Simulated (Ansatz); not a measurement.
Ga (α-Ga, Cmce) under volume change, DFT-PBE in the program Ansatz with PAW potentials, shape and atoms relaxed at each volume.

```
V (Å³/atom)  E − E(relaxed) (meV/atom)  P (GPa)
-----------  -------------------------  -------
18.490                            29.9     5.80
19.099                            12.4     3.48
19.709                             ___      ___
20.319                             0.0     0.00
20.928                             2.6    -1.32
21.538                             ___      ___
22.147                            20.7    -3.32
```

Question: Some entries are withheld; supply them.

Answer: 
- 21.538, E − E(relaxed) (meV/atom): 9.7
- 21.538, P (GPa): -2.42
- 19.709, E − E(relaxed) (meV/atom): 2.9
- 19.709, P (GPa): 1.57

Question: What does a third-order Birch–Murnaghan fit give for V₀, B₀ and B′?

Answer: V₀ = 20.31 Å³/atom, B₀ = 48.1 GPa, B′ = 5.2.

The cell was relaxed with PBE under the symmetry of its start.

Potentials: the later of the program's two PAW sets.
